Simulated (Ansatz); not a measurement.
TaAl:
```xyz
2
Lattice="0.0000 2.6153 2.6153 2.6153 0.0000 2.6153 2.6153 2.6153 0.0000" Properties=species:S:1:pos:R:3 pbc="T T T"
Ta     0.0000     0.0000     0.0000
Al     2.6153     2.6153     2.6153
```

Relaxed with PBEsol. Special points in fractions of this cell's reciprocal vectors: Γ (0.000, 0.000, 0.000); X (0.500, 0.000, 0.500); U (0.625, 0.250, 0.625); K (0.375, 0.375, 0.750); L (0.500, 0.500, 0.500); W (0.500, 0.250, 0.750).

Problem. List the band energies nearest the Fermi level at these points for DFT-PBEsol with spin–orbit coupling in the program Ansatz with PAW potentials.

Solution. In eV from the Fermi level; about four levels below and three above (degenerate sets whole), none deeper than 8.9 eV; points with the same levels are listed once.

```csv
k,below,above
Γ,-0.76 -0.76 -0.76 -0.76 -0.42 -0.42,0.20 0.20 0.20 0.20
X,-2.61 -2.61 -2.46 -2.46,1.26 1.26 1.63 1.63
U,-2.54 -2.54 -0.59 -0.59,0.42 0.42 2.24 2.24
L,-1.86 -1.86 -1.66 -1.66,2.00 2.00 2.19 2.19
W,-2.50 -2.50 -2.04 -2.04,1.72 1.72 2.59 2.59
```

Space group Fm-3m (rock salt). The start of the workflow was typed in or built on a structure type; neither database checked (COD, Materials Project) lists it. Whether it is the stable phase at ambient conditions was not checked. The PBEsol relaxation kept the symmetry of its start. At this level the phase is mechanically unstable. No spin polarisation was allowed. Its formation energy is positive at this level, so the cell may be metastable or incomplete.

Potentials: the later of the program's two PAW sets.
